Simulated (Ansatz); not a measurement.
Consider the following.

LaHfNO2:
```
CELL_PARAMETERS angstrom
     -2.92800     2.93210     4.05173
      2.92800    -2.93210     4.05173
      2.92800     2.93210    -4.05173
ATOMIC_POSITIONS crystal
  La 0.75000 0.98012 0.23012
  La 0.25000 0.51988 0.26988
  Hf 0.01555 0.75000 0.76555
  Hf 0.48445 0.25000 0.73445
  N  0.31123 0.56123 0.75000
  N  0.18877 0.93877 0.25000
  O  0.75000 0.39634 0.64634
  O  0.25000 0.10366 0.85366
  O  0.80504 0.55504 0.25000
  O  0.69496 0.94496 0.75000
```

This is the r²SCAN-relaxed structure. x, y and z are the axes in which the lattice vectors are written.

### Question
All from the program Ansatz at the r²SCAN level (PAW), unless another level is named. Predict the electron effective mass.

### Answer
0.38, 0.74, 2.0 mₑ (principal values).

### Question
What about the smallest direct gap on the standard path?

### Answer
3.08 eV.

### Question
Next, the hole effective mass?

### Answer
0.64, 1.2, 4.9 mₑ (principal values).

### Question
Predict the band gap.

### Answer
2.87 eV (indirect).

### Question
Predict the valence-band maximum.

### Answer
at X (k = 0.500, 0.500, 0.500 in fractions of the reciprocal vectors).

Space group I2_12_12_1. The start of the workflow was typed in or built on a structure type; neither database checked (COD, Materials Project) lists it. Whether it is the stable phase at ambient conditions was not checked. The cell was relaxed with r²SCAN under the symmetry of its start; whether a distortion lowers the energy is not shown. No spin polarisation was allowed. Scalar-relativistic: spin–orbit coupling is off unless named, which matters more the heavier the elements.

Potentials: the earlier of the program's two PAW sets.
